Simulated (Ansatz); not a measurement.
TiB2 (AlB2 type, space group P6/mmm)

```
TiB2
1.0
    6.06397     0.00000     0.00000
   -1.51599     2.62578     0.00000
    3.03199     0.00000     3.22435
Ti B
2 4
Cartesian
  0.00000   0.00000   0.00000
  3.03199   0.00000   0.00000
  6.06397   1.75052   1.61217
  3.03199   1.75052   1.61217
  1.51599   0.87526   1.61217
  4.54798   0.87526   1.61217
```

The atoms are displaced by Q × the pattern below (from a DFPT mode at L = (0.5, 0.0, 0.5), largest move 1; Q in Å), at fixed cell. (q is in reciprocal vectors of the primitive cell; the cell shown is doubled to hold the pattern.)

```tsv
atom	x	y	z
B3	0.000	0.000	-1.000
B4	0.000	0.000	1.000
B5	0.000	0.000	1.000
B6	0.000	0.000	-1.000
```

Atoms not listed stay in place.

Computed with PBE (plane waves to 420 eV, PAW, scalar-relativistic; Ansatz, an electronic-structure program). k mesh 18×18×18 (Γ-centred), Fermi-Dirac smearing 0.05 eV. Energies are smeared free energies. With partly filled bands, energies and forces of such displacements shift with the k mesh and the smearing. TiB2 is run without spin polarisation. TiB2 was relaxed with its symmetry unable to fall. The zero of ΔE is the undisplaced structure. The last digit holds for this mesh only.

| Q (Å) | ΔE (meV/cell) |
|---|---|
| -0.1000 | 279.3 |
| -0.0833 | withheld |
| -0.0667 | 123.8 |
| -0.0500 | 69.6 |
| -0.0333 | 30.9 |
| -0.0167 | 7.7 |
| 0.0000 | 0.0 |
| 0.0167 | 7.7 |
| 0.0333 | 30.9 |
| 0.0500 | 69.6 |
| 0.0667 | 123.8 |
| 0.0833 | withheld |
| 0.1000 | 279.3 |

Question: Fit an even polynomial form (powers 2, 4) to the given rows and predict ΔE at Q = 0.0833.

Answer: Least squares on the 11 given rows: ΔE = (27780)·Q² + (15280)·Q⁴, in meV/cell with Q in Å; root-mean-square residual 0.06 meV/cell. At 0.0833 the fit gives 193.5 meV/cell; the calculation gives 193.7 meV/cell, so the interpolation is off by -0.2 (-0.1 %). The quadratic term alone would give 192.8 meV/cell.

(A displaced cell: forces are minus the slopes of the energy, force constants its curvatures, and phonons follow from these.)
